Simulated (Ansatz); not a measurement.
TaCo₃ (Pm-3m); volume scaled by 1.12.

```xyz
4
Lattice="3.8113 0.0000 0.0000 0.0000 3.8113 0.0000 0.0000 0.0000 3.8113" Properties=species:S:1:pos:R:3 pbc="T T T"
Ta    0.0000    0.0000    0.0000
Co    0.0000    1.9056    1.9056
Co    1.9056    0.0000    1.9056
Co    1.9056    1.9056    0.0000
```

The reference geometry is a structure as deposited in COD; nothing is relaxed.

Settings: LDA, 9×9×9 k mesh, Fermi–Dirac smearing of 0.08 eV. AE-PAW is all-electron PAW in Ansatz 0.2.0 on datasets made for the crystal. Site moments are integrated in spheres about the atoms. Start moments (μB): Co2 2, Co3 2, Co4 2.

Iteration by iteration:

```
iteration  Harris–Foulkes energy less the last (meV)  density residual (eV)  M (μB)  ∫|m| (μB)
        1                                  -4973.400                2.8e+01  3.2113     4.1840
        2                                  -2665.705                1.0e+01  1.9146     3.2163
        3                                  -1033.263                3.7e+00  2.0014     3.3679
        4                                    434.170                1.4e-01  1.9186     3.2870
        5                                    180.696                9.2e-02  1.9122     3.2097
        6                                     71.227                4.8e-03  1.8809     3.1376
        7                                     39.590                2.3e-03  1.8590     3.0721
        8                                     26.588                3.7e-04  1.8411     3.0124
        9                                     18.917                6.1e-04  1.8230     2.9578
       10                                     -6.749                8.3e-02  1.7497     2.7400
       11                                      4.184                2.1e-03  1.7215     2.6878
       12                                      0.272                1.1e-04  1.6958     2.6030
       13                                      0.075                1.7e-05  1.6848     2.5684
       14                                      0.002                3.8e-06  1.6726     2.5333
       15                                     -0.002                1.4e-05  1.6706     2.5285
       16                                     -0.002                1.4e-05  1.6705     2.5283
       17                                      0.000                7.9e-08  1.6705     2.5284
       18                                      0.000                3.8e-08  1.6703     2.5281
```

Site moments (μB): Ta1 -0.21, Co2 0.69, Co3 0.69, Co4 0.69. Cell moment 1.67 μB.

The Ansatz runs typed with the search for lower states off end where their start leads. Spin–orbit coupling is left out although heavy atoms are present. None of this fixes the real material's magnetic order: only patterns that fit the cell were computed, at zero temperature, with a functional that can overstate moments.
